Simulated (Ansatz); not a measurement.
Here is the system:

FeNi3:
```cif
data_FeNi3
_chemical_formula_sum 'Fe1 Ni3'
_space_group_name_H-M_alt 'P 1'
_space_group_IT_number 1
_cell_length_a 3.54370
_cell_length_b 3.54370
_cell_length_c 3.54370
_cell_angle_alpha 90.000
_cell_angle_beta 90.000
_cell_angle_gamma 90.000
loop_
_space_group_symop_operation_xyz
  'x, y, z'
loop_
_atom_site_label
_atom_site_type_symbol
_atom_site_fract_x
_atom_site_fract_y
_atom_site_fract_z
_atom_site_occupancy
Fe1 Fe 0.00000 0.00000 0.00000 1
Ni1 Ni 0.00000 0.50000 0.50000 1
Ni2 Ni 0.50000 0.00000 0.50000 1
Ni3 Ni 0.50000 0.50000 0.00000 1
```
Starting moments (μB, in the order of the atoms Fe Ni Ni Ni): 3.0 0.7 0.7 0.7.

This is the PBE-relaxed structure.

All from plane-wave PAW PBE (Ansatz code), unless another level is named. Give the density of states at the Fermi level.

0.86 states/eV per atom (mean over ±0.08 eV).

Next, the formation energy from the elements (no fitted shifts)?

-0.090 eV/atom.

Space group Pm-3m (Cu3Au type). The PBE relaxation kept the symmetry of its start. Magnetic state: ferromagnetic, chosen from 5 collinear starts compared on coarse meshes (ties went to the first, and starts can fall back to one state), not a proven ground state. Textbook magnetic order: ferromagnetic. The references are the lowest solids computed at this level, not always the standard phases.

Potentials: the later of the program's two PAW sets.
